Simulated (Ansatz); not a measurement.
This GaSbTe4 structure is the end of a relaxation. The cell was found from a structure generator's guess, not taken from experiment.

Method: DFT PBE, scalar-relativistic, plane waves, PAW in Ansatz 0.2.0. Cutoff 420 eV, Γ-centred mesh, Gaussian smearing, no spin polarisation.

```
Ga Sb Te
1.0
     4.22512    0.00000    0.00000
     0.00000    4.22512    0.00000
     0.00000    0.00000   12.07230
Ga Sb Te
1 1 4
Direct
  0.00000 0.00000 0.00000
  0.50000 0.50000 0.50000
  0.50000 0.50000 0.00000
  0.50000 0.50000 0.75374
  0.50000 0.50000 0.24626
  0.00000 0.00000 0.50000
```

Energies over the elements count from the elements' standard structures at the same level, with no fitted energy shifts.

Question: What space group does it have?

Answer: P4/mmm (No. 123). Conventional cell: a = 4.225 Å, c = 12.072 Å. Ga is surrounded by 4 Te at 2.99 Å; Sb has 6 Te at 2.99–3.06 Å; Te on a site of symmetry 4/mmm is surrounded by 2 Te at 2.97 Å and 4 Ga at 2.99 Å; Te on a site of symmetry 4mm is surrounded by 1 Te at 2.97 Å and 1 Sb at 3.06 Å; 1 more site not described.

Question: What is its formation energy per atom?

Answer: +0.25 eV/atom. The separate elements lie lower, so it is unstable against them.

Question: Is it a metal?

Answer: Yes, bands cross the Fermi level on the 10×10×4 mesh.

The last run used a 10×10×4 mesh (in the run's order of axes) for its 6-atom cell and Gaussian smearing of 0.10 eV. These runs have no spin–orbit coupling, which can matter for Sb and Te. The reference form of Te is held partly by dispersion forces, which this level lacks. A structure relaxed within its symmetry needn't be a true minimum. Another cell of GaSbTe4 relaxed alike, in P4/mmm, lies 128 meV/atom lower, so this cell isn't the stable form at this level.
